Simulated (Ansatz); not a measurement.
AgRh:
```
AgRh
1.0
    2.70371     0.00000     0.00000
    0.00000     2.70371     0.00000
    0.00000     0.00000     4.21703
Rh Ag
1 1
Direct
  0.00000   0.00000   0.00000
  0.50000   0.50000   0.50000
```

Relaxed with r²SCAN. Special points in fractions of this cell's reciprocal vectors: Γ (0.000, 0.000, 0.000); X (0.000, 0.500, 0.000); M (0.500, 0.500, 0.000); Z (0.000, 0.000, 0.500); R (0.000, 0.500, 0.500); A (0.500, 0.500, 0.500).

### Question
List the band energies nearest the Fermi level at these points for DFT-r²SCAN with spin–orbit coupling in the program Ansatz with PAW potentials.

### Answer
In eV from the Fermi level; about four levels below and three above (degenerate sets whole), none deeper than 8.9 eV; points with the same levels are listed once.

```json
[
 {"k": "Γ", "below": "-3.11 -3.11 -2.35 -2.35", "above": "0.05 0.05 0.20 0.20"},
 {"k": "X", "below": "-1.14 -1.14 -0.15 -0.15", "above": "0.89 0.89 3.38 3.38"},
 {"k": "M", "below": "-0.72 -0.72 -0.66 -0.66", "above": "0.16 0.16 1.75 1.75"},
 {"k": "Z", "below": "-0.57 -0.57 -0.43 -0.43", "above": "0.49 0.49 15.94 15.94"},
 {"k": "R", "below": "-1.68 -1.68 -0.69 -0.69", "above": "0.11 0.11 0.39 0.39"},
 {"k": "A", "below": "-2.24 -2.24 -0.56 -0.56", "above": "1.75 1.75 8.09 8.09"}
]
```

Space group P4/mmm (L1₀ or tetragonal B2). The start of the workflow was typed in or built on a structure type; neither database checked (COD, Materials Project) lists it. Its standing as an ambient phase is unchecked. The r²SCAN relaxation kept the symmetry of its start; its stability against distortions is not shown here. No spin polarisation was allowed. Its formation energy is positive at this level, so the cell may be metastable or incomplete.

Potentials: the earlier of the program's two PAW sets.
